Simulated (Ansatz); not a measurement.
TlBr:
```xyz
2
Lattice="4.5618 0.0000 0.0000 -2.2809 3.9506 0.0000 0.0000 0.0000 4.2960" Properties=species:S:1:pos:R:3 pbc="T T T"
Tl     0.0000     0.0000     0.0000
Br     2.2809     1.3169     2.1480
```

Relaxed with PBE+D3(BJ). Special points in fractions of this cell's reciprocal vectors: Γ (0.000, 0.000, 0.000); M (0.500, 0.000, 0.000); K (0.333, 0.333, 0.000); A (0.000, 0.000, 0.500); L (0.500, 0.000, 0.500); H (0.333, 0.333, 0.500).

Task: List the band energies nearest the valence-band maximum at these points for DFT-PBE+D3(BJ) in the program Ansatz with PAW potentials.

Result: In eV from the valence-band maximum; about four levels below and three above (degenerate sets whole), none deeper than 8.9 eV; points with the same levels are listed once.

| k | below | above |
|---|---|---|
| Γ | -4.32 -1.52 -1.26 -1.26 | 5.16 5.16 6.69 |
| M | -4.88 -1.67 -1.12 -0.78 | 2.74 5.43 5.78 |
| K | -4.86 -2.31 -1.07 -0.08 | 3.15 4.17 5.39 |
| A | -5.24 -1.06 -1.06 0.00 | 2.35 5.55 5.55 |
| L | -3.97 -2.36 -2.17 -1.21 | 3.90 4.10 4.28 |
| H | -3.66 -2.43 -2.23 -1.61 | 2.41 4.69 5.83 |

Space group P-6m2. The cell is a constructed one: a structure type filled with these elements; neither database checked (COD, Materials Project) lists it. COD files the formula under space group No. 221, so this cell is another polymorph or a model. Whether it is the stable phase at ambient conditions was not checked. The cell was relaxed with PBE+D3(BJ) under the symmetry of its start; phonons on a q-mesh show no instability. Scalar-relativistic: spin–orbit coupling is off unless named, which matters more the heavier the elements.

Potentials: the later of the program's two PAW sets.
